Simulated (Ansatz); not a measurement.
# Eigenvalues along a path: TiAl3

```
Ti Al
1.0
    -1.90813    1.90813    4.27550
     1.90813   -1.90813    4.27550
     1.90813    1.90813   -4.27550
Ti Al
1 3
Direct
  0.00000 0.00000 0.00000
  0.50000 0.50000 0.00000
  0.75000 0.25000 0.50000
  0.25000 0.75000 0.50000
```

The cell comes from a relaxation on PAW files under the same functional, begun from a database entry that needn't be the ground state.

Level of theory: DFT with PBEsol, scalar-relativistic, in Ansatz 0.2.0; a Γ-centred 13×13×13 k mesh, Fermi–Dirac smearing of 0.05 eV, no spin polarisation. LAPW: all electrons, basis error target 0.5 meV/atom.

Path points, in fractions of the reciprocal vectors: Γ (0.000, 0.000, 0.000), X (0.000, 0.000, 0.500), P (0.250, 0.250, 0.250), N (0.000, 0.500, 0.000), M (0.500, 0.500, -0.500), S (0.300, 0.700, -0.300), S0 (-0.300, 0.300, 0.300). The distance column jumps between branches of the path. Levels in eV from the Fermi level; bands 17 to 25, counted from the lowest band of the run. The gap is zero, the pressure -0.05 GPa.

```
# k(1/Å) point b17 b18 b19 b20 b21 b22 b23 b24 b25
0.000 Γ -10.15 -2.88 -2.64 -1.44 -1.24 -1.24 0.85 1.76 1.76
0.166 - -10.04 -2.79 -2.70 -1.56 -1.55 -1.24 0.36 1.87 1.91
0.333 - -9.72 -2.88 -2.54 -2.24 -1.82 -1.24 -0.55 1.90 2.08
0.499 - -9.20 -3.13 -2.96 -2.27 -2.11 -1.40 -1.24 1.95 2.12
0.665 - -8.49 -3.56 -3.38 -2.68 -2.37 -1.53 -1.20 1.67 2.15
0.832 - -7.61 -4.02 -3.59 -3.48 -2.56 -1.60 -1.12 1.24 2.10
0.998 - -6.63 -4.36 -4.30 -3.73 -2.67 -2.01 -1.04 1.51 2.00
1.164 X -5.87 -5.08 -4.39 -3.78 -2.71 -2.22 -1.01 1.78 1.96
1.217 - -5.87 -5.08 -4.41 -3.81 -2.69 -2.17 -1.03 1.78 1.96
1.269 - -5.85 -5.06 -4.45 -3.90 -2.61 -2.03 -1.09 1.78 1.96
1.322 - -5.83 -5.03 -4.51 -4.01 -2.50 -1.83 -1.20 1.76 1.80
1.374 - -5.81 -4.99 -4.58 -4.11 -2.36 -1.61 -1.33 1.45 1.78
1.427 - -5.79 -4.94 -4.66 -4.20 -2.20 -1.49 -1.39 1.15 1.78
1.479 - -5.77 -4.88 -4.74 -4.26 -2.02 -1.66 -1.23 0.94 1.78
1.532 P -5.76 -4.82 -4.82 -4.28 -1.84 -1.84 -1.16 0.86 1.78
1.649 - -5.99 -5.22 -4.54 -3.83 -1.96 -1.92 -1.05 1.00 1.78
1.767 - -6.36 -5.74 -4.01 -3.23 -2.14 -2.05 -0.78 1.20 1.86
1.884 - -6.70 -6.18 -3.46 -3.04 -2.12 -1.90 -0.47 1.19 1.87
2.002 - -6.98 -6.54 -3.23 -3.08 -1.97 -1.26 -0.13 1.17 1.85
2.120 - -7.19 -6.79 -3.45 -2.96 -1.59 -0.68 0.18 1.35 1.84
2.237 - -7.31 -6.95 -3.59 -2.95 -1.22 -0.36 0.41 1.77 1.83
2.355 N -7.35 -7.00 -3.64 -2.95 -1.07 -0.28 0.50 1.82 2.10
2.484 - -7.94 -6.34 -3.63 -2.86 -1.03 -0.32 0.36 1.68 2.26
2.612 - -8.59 -5.49 -3.58 -2.61 -0.94 -0.45 0.08 1.38 2.34
2.741 - -9.14 -4.67 -3.38 -2.29 -0.87 -0.70 -0.12 1.11 2.11
2.870 - -9.57 -4.02 -2.94 -1.97 -1.07 -0.94 -0.04 1.04 2.00
2.999 - -9.89 -3.57 -2.34 -1.80 -1.39 -1.09 0.25 1.23 2.01
3.127 - -10.08 -3.19 -2.33 -1.56 -1.38 -1.20 0.62 1.58 2.03
3.256 Γ -10.15 -2.88 -2.64 -1.44 -1.24 -1.24 0.85 1.76 1.76
3.361 - -10.10 -3.64 -1.88 -1.48 -1.23 -1.23 0.85 1.70 1.70
3.466 - -9.98 -4.48 -1.57 -1.19 -1.19 -1.06 0.87 1.53 1.53
3.571 - -9.77 -5.28 -1.70 -1.14 -1.14 -0.42 0.89 1.31 1.31
3.676 - -9.49 -6.04 -1.83 -1.07 -1.07 -0.15 0.92 1.09 1.09
3.781 - -9.13 -6.73 -1.94 -1.00 -1.00 -0.16 0.89 0.89 0.95
3.886 - -8.75 -7.31 -2.00 -0.94 -0.94 -0.22 0.75 0.75 0.96
3.991 M -8.51 -7.62 -2.03 -0.92 -0.92 -0.25 0.71 0.71 0.97
4.085 - -8.48 -7.58 -2.24 -1.04 -0.93 0.02 0.66 0.71 0.99
4.179 - -8.40 -7.48 -2.81 -1.09 -0.95 0.42 0.54 0.72 1.05
4.274 - -8.25 -7.32 -3.52 -1.03 -0.98 0.35 0.74 0.74 1.15
4.368 - -8.04 -7.10 -4.25 -1.02 -0.92 0.13 0.75 1.00 1.31
4.462 - -7.78 -6.84 -4.94 -1.05 -0.82 -0.12 0.73 1.22 1.53
4.556 - -7.46 -6.63 -5.49 -1.07 -0.75 -0.37 0.68 1.42 1.80
4.650 S -7.09 -6.78 -5.60 -1.08 -0.78 -0.63 0.57 1.61 2.13
5.455 S0 -7.09 -6.78 -5.60 -1.08 -0.78 -0.63 0.57 1.61 2.13
5.596 - -7.52 -6.43 -5.04 -1.02 -1.02 -0.99 0.29 1.81 2.49
5.737 - -8.28 -5.66 -4.25 -1.42 -1.32 -0.89 -0.07 1.72 2.09
5.878 - -8.94 -4.80 -3.40 -1.86 -1.60 -0.66 -0.44 1.44 1.87
6.019 - -9.46 -3.90 -2.62 -2.21 -1.80 -0.77 -0.34 1.21 1.82
6.160 - -9.84 -3.10 -2.63 -1.87 -1.82 -1.03 0.07 1.25 1.90
6.301 - -10.07 -2.81 -2.70 -1.53 -1.50 -1.19 0.54 1.55 2.10
6.442 Γ -10.15 -2.88 -2.64 -1.44 -1.24 -1.24 0.85 1.76 1.76
```
